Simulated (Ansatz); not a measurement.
Ni (fcc (Cu type), Fm-3m) at seven volumes, plane-wave PAW r²SCAN (Ansatz code), scaled uniformly. One row is withheld.

| V (Å³/atom) | P (GPa) |
|---|---|
| 9.571 | ? |
| 9.886 | 15.60 |
| 10.202 | 7.21 |
| 10.517 | 0.15 |
| 10.833 | -5.84 |
| 11.149 | -10.90 |
| 11.464 | -15.15 |

Problem. Fit the shown pressures and predict the withheld one.

Solution. Third-order Birch–Murnaghan: P = (3/2)B₀(x^(7/2) − x^(5/2))[1 + (3/4)(B′ − 4)(x − 1)] with x = (V₀/V)^(2/3). Least squares on the six rows gives V₀ = 10.524 Å³/atom, B₀ = 215.8 GPa, B′ = 4.62. At V = 9.571, x = 1.0653 and P = 25.52 GPa. The run itself gave 25.75 GPa.

Symmetry was held in the r²SCAN relaxation. The final state is ferromagnetic, chosen from 4 collinear starts compared on coarse meshes (ties went to the first, and starts can fall back to one state), not a proven ground state. Textbook magnetic order: ferromagnetic. Other orbital occupations within this spin state were not tried.

Potentials: the later of the program's two PAW sets.
